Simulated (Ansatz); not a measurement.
Ba$_{2}$PCl in space group R-3m (No. 166; Ba on 6c, P on 3b, Cl on 3a), r²SCAN in the plane-wave PAW code Ansatz. The conduction-band minimum lies at F, with 3 equivalent valleys. Second derivatives d²E/dk² of the lowest band at one valley (eV·Å²), along Cartesian directions:

| direction | d²E/dk² |
|---|---|
| [100] | 12.97 |
| [010] | 18.03 |
| [001] | 15.93 |
| [110] | 11.12 |
| [101] | 8.691 |
| [011] | 13.66 |

**Question.** Find the principal effective masses, the density-of-states mass and the conductivity mass.

**Answer.** Off-diagonal terms follow from H_xy = H[110] − (H_xx + H_yy)/2, and m*/mₑ = 7.620 eV·Å² over each eigenvalue: 0.37, 0.37, 1.3. One valley's DOS mass (m₁m₂m₃)^(1/3) = 0.56, conductivity mass 3/(Σ 1/mᵢ) = 0.49 mₑ.

**Question.** What effective density of states Nc follows at 300 K for parabolic valleys?

**Answer.** Nc = 2.509e19 × 3 × (0.56)^(3/2) ≈ 3.2e19 cm⁻³.

The first step of the workflow began from a Materials Project structure, measured or hypothetical; the Crystallography Open Database files this formula in space group No. 166, but the cells were not matched. Whether it is the stable phase at ambient conditions was not checked. The r²SCAN relaxation kept the symmetry of its start; whether a distortion lowers the energy is not shown. Scalar-relativistic: spin–orbit coupling is off unless named, which matters more the heavier the elements.

Potentials: the later of the program's two PAW sets.

Edges and masses are those of Kohn–Sham bands, whose gap is no quasiparticle gap.
